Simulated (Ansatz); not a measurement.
SrO (rock salt) is sheared across one {110} plane: the third cell vector gains the shift, so faults repeat every 5.5 Å. The cut lies between planes 1.82 Å apart; the cell height is held.

```
CELL_PARAMETERS angstrom
      3.64862     0.00000     0.00000
      0.00000     5.15993     0.00000
      1.82431     2.57997     5.47294
ATOMIC_POSITIONS crystal
  O  0.00000 0.00000 0.83333
  O  0.33333 0.33333 0.16667
  O  0.66667 0.66667 0.50000
  Sr 0.00000 0.50000 0.83333
  Sr 0.33333 0.83333 0.16667
  Sr 0.66667 0.16667 0.50000
```

In-plane vectors a = (3.649, 0.000) Å, b = (0.000, 5.160) Å, area 18.83 Å². The shift is s times the vector a (length 3.649 Å), so s = 1 restores the start. The shift is rigid: no atom relaxes. γ = [E(shift) − E(0)] / area.

Computed with r2SCAN (plane waves to 500 eV, PAW, scalar-relativistic; Ansatz, a program for electronic structure). k mesh 8×8×8 (Γ-centred), Fermi-Dirac smearing 0.05 eV. Energies are extrapolated to zero smearing. Faults lie only 5.5 Å apart, and holding the cell height and the atoms raises γ above its relaxed value. Left out: 5 of 12 points, with atoms too close for the PAW data. SrO was relaxed with its symmetry unable to fall. γ is measured from zero shift.

Q: Estimate the γ (meV/Å²) for s = 0.083, 0.167, 0.250, 0.750, 0.833, 0.917.

A: 
| s | γ (meV/Å²) |
|---|---|
| 0.083 | 9 |
| 0.167 | 39 |
| 0.250 | 94 |
| 0.750 | 94 |
| 0.833 | 39 |
| 0.917 | 9 |

(The slope of γ gives the shear force per area between the displaced halves; near zero shift its curvature is an elastic stiffness.)
